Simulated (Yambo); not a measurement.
Quantum ESPRESSO input (LDA, PseudoDojo standard norm-conserving files, scalar-relativistic) whose wavefunctions are converted with p2y:

```
&CONTROL
  calculation = 'nscf'
  pseudo_dir = './pseudo'
  outdir = './out'
/
&SYSTEM
  ibrav = 0
  nat = 10
  ntyp = 4
  ecutwfc = 88.0
  ecutrho = 352.0
  occupations = 'fixed'
  force_symmorphic = .true.
  nbnd = 333
/
&ELECTRONS
  conv_thr = 1e-08
  diago_full_acc = .true.
  diago_thr_init = 1e-08
/
ATOMIC_SPECIES
F 18.9984 F.upf
Na 22.9898 Na.upf
In 114.8180 In.upf
Cs 132.9055 Cs.upf
CELL_PARAMETERS angstrom
  0.000000000000   4.436670000000   4.436670000000
  4.436670000000   0.000000000000   4.436670000000
  4.436670000000   4.436670000000   0.000000000000
ATOMIC_POSITIONS crystal
F   0.763500000000   0.236500000000   0.236500000000
F   0.236500000000   0.763500000000   0.763500000000
F   0.236500000000   0.763500000000   0.236500000000
F   0.763500000000   0.236500000000   0.763500000000
F   0.236500000000   0.236500000000   0.763500000000
F   0.763500000000   0.763500000000   0.236500000000
Na   0.500000000000   0.500000000000   0.500000000000
In   0.000000000000   0.000000000000   0.000000000000
Cs   0.750000000000   0.750000000000   0.750000000000
Cs   0.250000000000   0.250000000000   0.250000000000
K_POINTS automatic
1 1 1 0 0 0
```

Yambo's initialisation report on symmetry, reciprocal space, the k grid and the gaps on this mesh:

```
  [02.02] Symmetries
  ==================

  Inversion symmetry    : yes
  Spatial inversion     : yes
  Inversion index       :  25
  K-space Time-reversal : no
  Magnetic symmetries   : no
  Group table correct   : yes
  Symmetries units      :  [cc]

  [02.03] Reciprocal space
  ========================

  nG shells         :   838
  nG charge         :  131787
  nG WFs            :  16361
  nC WFs            :  16361
  G-vecs. in first 80 shells:  [ Number ]
     1    9   15   27   51   59   65   89  113
    137   169   181   229   259   283   307   331   339
    387   411   459   531   537   561   609   645   701
    725   749   821   869   893   941   965  1037  1067
   1139  1211  1243  1291  1363  1411  1459  1471  1591
   1639  1687  1759  1807  1837  1893  1917  1989  2085
   2109  2133  2229  2277  2397  2421  2445  2565  2637
   2685  2733  2741  2837  2891  2975  3071  3119  3143
    3215   3287   3383   3479   3527   3647   3695   3719
  ...
  Shell energy in first 80 shells:  [ mHa ]
    0.00000      210.610      280.813      561.627      772.237      842.440      1123.25      1333.86      1404.07
    1684.88      1895.49      2246.51      2457.12      2527.32      2808.13      3018.74      3088.95      3369.76
    3580.37      3650.57      3931.39      4142.00      4493.01      4703.62      4773.83      5054.64      5265.25
    5335.45      5616.27      5826.88      5897.08      6177.89      6388.50      6739.52      6950.13      7020.33
    7301.15      7511.76      7581.96      8073.38      8143.59      8424.40      8635.01      8986.03      9196.64
    9266.84      9547.65      9758.26      9828.47      10109.3      10319.9      10390.1      10670.9      10881.5
    11232.5      11443.1      11513.3      11794.2      12004.8      12075.0      12355.8      12566.4      12636.6
    12917.4      13128.0      13479.0      13689.7      13759.9      14040.7      14251.3      14321.5      14602.3
    14812.9      14883.1      15163.9      15374.5      15725.5      15936.2      16006.4      16287.2
  ...

  [02.04] K-grid lattice
  ======================

  Compatible Grid is   : 0D
  K lattice UC volume  :  0.210446 [a.u.]

  IBZ K-points                                      :  1
  BZ  K-points                                      :  1

  K/Q-points units:
  rlu = crystal or reduced units; cc = cartesian coordinates; iku = interal k-units

  K [1]          [rlu]:  0.000000  0.000000  0.000000
         WF components:  16361

  [02.05] Energies & Occupations
  ==============================

  [X] === General ===
  [X] Electronic Temperature                        :  0.000000  0.000000 [eV K]
  [X] Bosonic    Temperature                        :  0.000000  0.000000 [eV K]
  [X] Finite Temperature mode                       : no
  [X] El. density                                   :  0.46947E+24 [cm-3]
  [X] Fermi Level                                   :  2.186515 [eV]

  [X] === Gaps and Widths ===
  [X] Conduction Band Min                           :  5.363228 [eV]
  [X] Valence Band Max                              :  0.000000 [eV]
  [X] Filled Bands                                  :   41
  [X] Empty Bands                                   :    42   333
  [X] Direct Gap                                    :  5.363228 [eV]
  [X] Direct Gap localized at k                     :  1
```
The gaps are LDA values on this mesh alone; only operations without fractional translations are kept.

Spin-orbit coupling is not included.

Geometry of the Materials Project entry, not relaxed at this level.
